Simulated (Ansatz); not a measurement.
Two-dimensional strain map in Au

These are results of DFT PBEsol, scalar-relativistic, plane waves, PAW in Ansatz 0.2.0, not measurements. The runs took a 420 eV cutoff, a Γ-centred 24×24×12 mesh and Gaussian smearing (0.15 eV). Spin–orbit coupling is left out, which can shift energies with elements as heavy as these. No spin polarisation. Energies are free energies at this smearing, counted from the undisturbed cell; pressure is positive in compression.

Reference structure (relaxed at this level; this form isn't the usual structure):

```
CELL_PARAMETERS angstrom
2.86519 0.00000 0.00000
-1.43260 2.48133 0.00000
0.00000 0.00000 4.79058
ATOMIC_POSITIONS crystal
Au 0.33333 0.66667 0.75000
Au 0.66667 0.33333 0.25000
```

The cell is strained by p along both x and y and by q along z, fractional coordinates fixed. Points are written (p, q).

Energy above the undisturbed cell in meV/atom (a dash: not computed):

```
 p \ q  -0.050  -0.025  0.000  0.025  0.050
-0.050   264.2   182.3  127.7   95.0   80.0
-0.025   111.4    58.2   28.3   15.9   17.4
 0.000    36.3     8.4    0.0    6.6   24.0
 0.025    19.6    12.9   22.9   45.5   77.3
 0.050    45.2    57.3   82.9  118.9  162.5
```

Pressure in GPa:

```
 p \ q  -0.050  -0.025  0.000  0.025  0.050
-0.050    41.4    32.3   25.0   19.1   14.4
-0.025    23.7    16.3   10.4    5.6    1.9
 0.000    10.6     4.7    0.0   -3.7   -6.7
 0.025     1.1    -3.6   -7.3  -10.2  -12.5
 0.050    -5.7    -9.5  -12.5  -14.7  -16.4
```